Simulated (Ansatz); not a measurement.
LaB$_{2}$:
```cif
data_B4La2
_chemical_formula_sum 'La2 B4'
_space_group_name_H-M_alt 'I4/mmm'
_space_group_IT_number 139
_space_group_name_Hall '-I 4 2'
_cell_length_a 4.07091
_cell_length_b 4.07091
_cell_length_c 7.00789
_cell_angle_alpha 90.000
_cell_angle_beta 90.000
_cell_angle_gamma 90.000
loop_
_atom_site_label
_atom_site_type_symbol
_atom_site_symmetry_multiplicity
_atom_site_Wyckoff_symbol
_atom_site_fract_x
_atom_site_fract_y
_atom_site_fract_z
_atom_site_occupancy
La1 La 2 a 0.00000 0.00000 0.00000 1
B1 B 4 e 0.00000 0.00000 0.39086 1
```
(The calculation used a cell of 3 atoms; values per cell refer to that cell.)

Relaxed at zero pressure with r²SCAN in the plane-wave PAW code Ansatz.

### Question
The volume is raised by 9 % and shape and atoms relax at that volume. What pressure results, and how do the axes share the change?

### Answer
-4.7 GPa; a 3.0 %, b 3.0 %, c 2.7 %; the energy rises by 28 meV/atom.

### Question
Give the new structure.

### Answer

Space group I4/mmm (No. 139); a = b = 4.194 Å, c = 7.198 Å, α = β = γ = 90.00°

```json
[
 {"atom": "La", "site": "2a", "symmetry": "4/mmm", "x": "0.0000", "y": "0.0000", "z": "0.0000"},
 {"atom": "B", "site": "4e", "symmetry": "4mm", "x": "0.0000", "y": "0.0000", "z": "0.3935"}
]
```

The phase is kept; no other phase was compared at this pressure.

The start of the workflow was typed in or built on a structure type; neither database checked (COD, Materials Project) lists it. Its standing as an ambient phase is unchecked. Symmetry was held in the r²SCAN relaxation; its stability against distortions is not shown here. Its formation energy is positive at this level, so the cell may be metastable or incomplete. Spin–orbit coupling is left out wherever it is not named.

Potentials: the earlier of the program's two PAW sets.
